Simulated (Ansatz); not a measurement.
Na₄CoO₃ in space group Cc (No. 9; Pearson symbol mS32), DFT-r²SCAN in the program Ansatz with PAW potentials. The conduction-band minimum lies at Γ, with 1 equivalent valley. Second derivatives d²E/dk² of the lowest band at one valley (eV·Å²), along Cartesian directions:

```tsv
direction	d²E/dk²
[100]	16.00
[010]	16.07
[001]	14.26
[110]	16.03
[101]	16.60
[011]	15.16
```

**Question.** Find the principal effective masses, the density-of-states mass and the conductivity mass.

**Answer.** Off-diagonal terms follow from H_xy = H[110] − (H_xx + H_yy)/2, and m*/mₑ = 7.620 eV·Å² over each eigenvalue: 0.45, 0.47, 0.57. One valley's DOS mass (m₁m₂m₃)^(1/3) = 0.50, conductivity mass 3/(Σ 1/mᵢ) = 0.49 mₑ.

**Question.** What effective density of states Nc follows at 300 K for parabolic valleys?

**Answer.** Nc = 2.509e19 × 1 × (0.50)^(3/2) / 2 (one spin channel) ≈ 4.4e18 cm⁻³.

The first step of the workflow began from a Materials Project structure, measured or hypothetical; the Crystallography Open Database files this formula in space group No. 9, but the cells were not matched. Its standing as an ambient phase is unchecked. The cell was relaxed with r²SCAN under the symmetry of its start; its stability against distortions is not shown here. Magnetic state: ferromagnetic, the only order run, not a proven ground state. The program gave a warning on the electronic state, which may not be the lowest. No Hubbard U is applied.

Potentials: the later of the program's two PAW sets.

Edges and masses are those of Kohn–Sham bands, whose gap is no quasiparticle gap.
